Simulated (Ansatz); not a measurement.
Relaxed-ion elastic tensor of VS$_{2}$ (CdI2 type, P-3m1) in GPa (Voigt order), the program Ansatz at the PBEsol level (PAW); density 3.92 g/cm³, 16.25 Å³ per atom.

|  | 1 | 2 | 3 | 4 | 5 | 6 |
|---|---|---|---|---|---|---|
| 1 | 189 | 30.9 | 14.8 | -6.2 | 0.0 | 0.0 |
| 2 | 30.9 | 189 | 14.8 | 6.2 | 0.0 | 0.0 |
| 3 | 14.8 | 14.8 | 30.8 | 0.0 | 0.0 | 0.0 |
| 4 | -6.2 | 6.2 | 0.0 | 17.2 | 0.0 | 0.0 |
| 5 | 0.0 | 0.0 | 0.0 | 0.0 | 17.2 | -6.2 |
| 6 | 0.0 | 0.0 | 0.0 | 0.0 | -6.2 | 79.3 |

Is the crystal mechanically stable?

Yes: the smallest eigenvalue of C is 16.6 GPa.

Work out the Voigt, Reuss and Hill averages.

K_V = 59.0, K_R = 28.5, K_H = 43.7; G_V = 46.0, G_R = 24.8, G_H = 35.4 GPa.

Give Young's modulus, Poisson's ratio, Pugh's ratio and the universal anisotropy index.

E = 9KG/(3K + G) = 83.7 GPa; ν = 0.18; K/G = 1.23 (brittle by the Pugh limit of 1.75); A_U = 5G_V/G_R + K_V/K_R − 6 = 5.34.

Estimate the sound speeds and the Debye temperature.

v_l = √((K + 4G/3)/ρ) = 4820 m/s, v_t = √(G/ρ) = 3010 m/s, mean 3310 m/s; Θ = (h/k)(3n/4πV)^(1/3) v_m = 389 K.

Solve the Christoffel equation for the three sound speeds along x, y, z.

Eigenvalues of C_ijkl n_j n_l equal ρv². In km/s, slowest first: x 2.06, 4.51, 6.95; y 2.08, 4.50, 6.96; z 2.09, 2.09, 2.80.

How much does each axis shrink under pressure?

Linear compressibilities β_i = Σ_j S_ij (j = 1 to 3): x 2.5, y 2.5, z 30 per TPa.

The first step of the workflow began from a Materials Project structure, measured or hypothetical; the Crystallography Open Database copy checked does not list it. Whether it is the stable phase at ambient conditions was not checked. Symmetry was held in the PBEsol relaxation; of distortions, only those at the zone centre were tested. The workflow began spin-polarised and lost its moments. A crystal of weakly bound layers computed without a dispersion correction: the cell and the soft elastic constants depend strongly on that. As this level gives no gap, shear constants depend on the k-mesh and smearing (Fermi–Dirac, 0.1 eV here).

Potentials: the later of the program's two PAW sets.
